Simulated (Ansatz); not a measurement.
Input:

Rb₂ScAgF₆:
```
CELL_PARAMETERS angstrom
      0.00000     4.30074     4.30074
      4.30074     0.00000     4.30074
      4.30074     4.30074     0.00000
ATOMIC_POSITIONS crystal
  Rb 0.75000 0.75000 0.75000
  Rb 0.25000 0.25000 0.25000
  Sc 0.00000 0.00000 0.00000
  Ag 0.50000 0.50000 0.50000
  F  0.76991 0.23009 0.23009
  F  0.23009 0.76991 0.76991
  F  0.23009 0.76991 0.23009
  F  0.76991 0.23009 0.76991
  F  0.23009 0.23009 0.76991
  F  0.76991 0.76991 0.23009
```

This is the LDA-relaxed structure.

### Question
All from the program Ansatz at the LDA level (PAW), unless another level is named. Estimate the highest zone-centre frequency (without LO–TO term).

### Answer
16.78 THz.

### Question
Next, the bulk modulus (Birch–Murnaghan fit)?

### Answer
632 kbar.

### Question
What about the elastic constants (relaxed ions, GPa)?

### Answer
C11 = 99.8, C12 = 45.3, C44 = 9.6.

Space group Fm-3m. The workflow started from a Materials Project entry (that database holds measured and hypothetical structures alike); the Crystallography Open Database copy checked does not list it. Whether it is the stable phase at ambient conditions was not checked. Symmetry was held in the LDA relaxation. At this level the phase is dynamically unstable (imaginary phonons). The run is not spin-polarised.

Potentials: the later of the program's two PAW sets.
